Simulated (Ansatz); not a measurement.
## An Ansatz input for TiO₂

```yaml
crystal:
  lattice:
    - [5.157, 0.0, 0.0]
    - [0.0, 9.191, 0.0]
    - [0.0, 0.0, 5.463]
  atoms:
    - { symbol: Ti, position: [0.1372, 0.1289, 0.9008] }
    - { symbol: Ti, position: [0.6372, 0.3711, 0.0992] }
    - { symbol: Ti, position: [0.8628, 0.6289, 0.5992] }
    - { symbol: Ti, position: [0.3628, 0.8711, 0.4008] }
    - { symbol: Ti, position: [0.8628, 0.8711, 0.0992] }
    - { symbol: Ti, position: [0.3628, 0.6289, 0.9008] }
    - { symbol: Ti, position: [0.1372, 0.3711, 0.4008] }
    - { symbol: Ti, position: [0.6372, 0.1289, 0.5992] }
    - { symbol: O, position: [0.8162, 0.0098, 0.851] }
    - { symbol: O, position: [0.3162, 0.4902, 0.149] }
    - { symbol: O, position: [0.1838, 0.5098, 0.649] }
    - { symbol: O, position: [0.6838, 0.9902, 0.351] }
    - { symbol: O, position: [0.1838, 0.9902, 0.149] }
    - { symbol: O, position: [0.6838, 0.5098, 0.851] }
    - { symbol: O, position: [0.8162, 0.4902, 0.351] }
    - { symbol: O, position: [0.3162, 0.0098, 0.649] }
    - { symbol: O, position: [0.4638, 0.2312, 0.8884] }
    - { symbol: O, position: [0.9638, 0.2688, 0.1116] }
    - { symbol: O, position: [0.5362, 0.7312, 0.6116] }
    - { symbol: O, position: [0.0362, 0.7688, 0.3884] }
    - { symbol: O, position: [0.5362, 0.7688, 0.1116] }
    - { symbol: O, position: [0.0362, 0.7312, 0.8884] }
    - { symbol: O, position: [0.4638, 0.2688, 0.3884] }
    - { symbol: O, position: [0.9638, 0.2312, 0.6116] }
kpoints:
  mp_grid: { grid: [4, 3, 4] }
scf:
  occupations: { method: fermi_dirac, width: 0.02 }
  max_iter: 60
hamiltonian:
  xc: pbe
  pseudopotentials: { kind: nc }
output:
  forces: true
  stress: true
  populations: true
  efg: { quadrupole_moments_barn: { Ti: 0.247, O: -0.02558 } }
magnetization:
  spin_polarized: true
  spin_orbit: true
```

```sh
ansatz run input.yaml --threads 1 --pin off --max-ram 3072MiB --backend cpu --events-out ev --progress --plain --runs-dir out
```

Task: What happens when this input is run?

Result: The input was rejected before any iteration. The input holds spin-orbit coupling on scalar files. The program says:

```
Error: 3 input errors — fix all and re-run
  1. inconsistent input (magnetization.spin_orbit, magnetization.noncollinear): true requires noncollinear: true — spin–orbit coupling acts on 2-spinor wavefunctions; set both flags
  2. inconsistent input (magnetization.spin_orbit, hamiltonian.pseudopotentials.kind): true requires a fully-relativistic hamiltonian.pseudopotentials.kind (nc_fr or paw_fr), or kind: all_electron without datasets and azcp, which then solves Dirac's equation on LAPW. paw_fr resolves this project's PAW files (source: ansatz) by j as it reads them
```

Against a sound input the change was `magnetization`: not typed → {spin_polarized: true, spin_orbit: true}; `hamiltonian.pseudopotentials`: {kind: paw, frozen_core: stored} → {kind: nc}; `scf.max_iter`: not typed → 60.

With the sound settings the run converges and gives V_zz (10²¹ V/m²) Ti -1.72 (η 0.88), O9 2.11 (η 0.83), O17 -2.46 (η 0.92); a site carries the number of its first atom in the input.
